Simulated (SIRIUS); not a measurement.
Consider a self-consistent single point of MgZn3O4 (Cm, 8 atoms in the cell; from Materials Project mp-1221958, changed as shown).

```
CELL_PARAMETERS angstrom
      5.85825    -1.61629     0.00000
      5.85825     1.61629     0.00000
     -2.65324     0.00000     4.90641
ATOMIC_POSITIONS crystal
  Mg 0.25130 0.25130 0.92000
  Zn 0.75060 0.75060 0.41570
  Zn 0.49930 0.49930 0.83020
  Zn 0.99980 0.99980 0.33510
  O  0.06140 0.06140 0.72890
  O  0.55850 0.55850 0.22510
  O  0.80870 0.80870 0.14000
  O  0.30840 0.30840 0.64290
```

Method: LDA (PW92), PseudoDojo 0.4 standard norm-conserving LDA (tails mended) pseudopotentials (plane waves; SIRIUS).

SIRIUS settings:

- parameters.ngridk: 4 4 2
- parameters.xc_functionals: [XC_LDA_X, XC_LDA_C_PW]
- parameters.gk_cutoff: 9.165 1/bohr
- parameters.pw_cutoff: 18.331 1/bohr
- parameters.smearing: gaussian
- parameters.smearing_width: 0.0001 Ha
- potentials: PseudoDojo 0.4 standard norm-conserving LDA (tails mended) pseudopotentials
- parameters.electronic_structure_method: pseudopotential
- parameters.num_bands: 56
- parameters.num_mag_dims: 0
- parameters.num_dft_iter: 100
- parameters.energy_tol: 1e-07 Ha
- parameters.density_tol: 1e-06
- mixer.type: broyden2
- mixer.beta: 0.5
- mixer.use_hartree: false

Results:

| Item | Value |
|---|---|
| Number of valence electrons | 94 |
| Number of bands | 56 |
| Number of k-points after the program's reduction | 14 |
| Number of plane waves (most at a k-point) | 8193 |
| Number of SCF iterations | 16 |
| FFT grid | 72 × 72 × 64 |
| Free energy E − TS | -20470.7465 eV |
| Gap on the k-point mesh | 1.38 eV |
| Pressure | -3.66 GPa |
| Largest force (vector length) | 0.218 eV/Å |

Forces (eV/Å):
| atom | Fx | Fy | Fz |
|---|---|---|---|
| Mg1 | 0.035 | 0.000 | 0.028 |
| Zn2 | 0.008 | 0.000 | -0.009 |
| Zn3 | -0.015 | 0.000 | -0.008 |
| Zn4 | -0.030 | 0.000 | -0.009 |
| O5 | -0.161 | 0.000 | -0.101 |
| O6 | 0.005 | 0.000 | 0.002 |
| O7 | 0.020 | 0.000 | 0.217 |
| O8 | 0.139 | 0.000 | -0.121 |

Stress (GPa, positive for compression):
```
-3.57   0.00   0.11
 0.00  -3.61   0.00
 0.11   0.00  -3.79
```

Gaps are taken between levels on the mesh.

For comparison: a first run was changed to give this one (volume scaled by 0.98), and from it to this one the free energy drops by 7.4 meV/atom, the pressure goes from -6.32 to -3.66 GPa, the largest force goes from 0.237 to 0.218 eV/Å and the gap on the mesh goes from 1.330 to 1.375 eV.

The structure comes from a collection of computed structures, made at another level of theory; the collection holds predicted forms beside known ones.

Cost on one core: very roughly 2.7 core-minutes.

“Tails mended”: in these copies of the files the far tail of each local potential was reset to the Coulomb form.
